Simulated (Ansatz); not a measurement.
³³S NMR of the central transition in WS₂

Cell: an entry of the Crystallography Open Database (COD), its atoms then relaxed with PBE in this cell.

Space group P6_3/mmc (No. 194); a = 3.1532, c = 12.3230 Å, γ = 120.00°.

```
site  Wyckoff  site symmetry       x       y       z
   W       2c           -6m2  0.3333  0.6667  0.2500
   S       4f            3m.  0.3333  0.6667  0.6221
```

One atom of each set is listed.

Method: Kohn–Sham DFT in Ansatz, PBEsol, plane waves and PAW, scalar-relativistic, collinear spin, 420 eV cutoff, Γ-centred 16×16×4 k-points, Fermi–Dirac smearing 0.02 eV. Start moments as typed (μB): 2 on each W, none on the rest.

³³S has I = 3/2 and Q = -69.40 mb (Pyykkö 2018); at 18.8 T its Larmor frequency is ν₀ = 61.5 MHz. Only the quadrupole interaction is simulated: positions count from each site's isotropic chemical shift, and J coupling is left out, as are shift anisotropy and dipolar coupling, which fast spinning averages.

Simulated pattern of one S site (fast magic-angle spinning, Gaussian broadening 1 kHz):

offset (kHz), height and a bar:
```
   -55.29          0 
   -53.11          4 #
   -50.93          6 ##
   -48.74          6 ##
   -46.56          7 ##
   -44.38          7 ##
   -42.20          7 ##
   -40.02          7 ##
   -37.84          8 ##
   -35.66          8 ##
   -33.47         85 ##########################
   -31.29         74 ######################
   -29.11         54 ################
   -26.93         48 ##############
   -24.75         45 ##############
   -22.57         44 #############
   -20.38         44 #############
   -18.20         46 ##############
   -16.02         49 ###############
   -13.84         54 ################
   -11.66         66 ####################
    -9.48        100 ##############################
    -7.30         92 ############################
    -5.11          0
```

Task: Which |C_Q| and η does the pattern imply?

Result: The pattern spans 45.8 kHz before broadening and its centre of gravity is at -21.4 kHz, which fixes P_Q; the places of the horns and steps fix η. That gives P_Q = 7.25 MHz, |C_Q| = 7.25 MHz and η = 0.00. The sign of C_Q can't be read from the pattern.

An axis of threefold or higher order runs through S, so V_zz lies along it and η is zero.

The largest force is 0.3 eV/Å, so the atoms aren't at the calculated equilibrium and relaxing them would move these values. Without spin–orbit coupling the gradients at and beside W can be off by some per cent, at some sites by more. The start moments die out, and the run ends without spin.
